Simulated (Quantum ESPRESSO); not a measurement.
KF (rock salt, space group Fm-3m, No. 225) has a direct gap of 6.18 eV with PBEsol (pw.x of Quantum ESPRESSO, ONCV potentials, scalar-relativistic). After an isotropic strain (on all lattice vectors, atoms relaxed) the gap is direct, 5.89 eV.

Q: Which strain was applied?
A) +1 %
B) +2 %
C) -0.7 %
D) -3 %
E) -1.5 %

A: B, +2 %. Gaps found: -3 %: 6.68 eV (near tie); -1.5 %: 6.42 eV (direct); -0.7 %: 6.29 eV (direct); 0 %: 6.18 eV (direct); 1 %: 6.03 eV (direct); 2 %: 5.89 eV (direct).
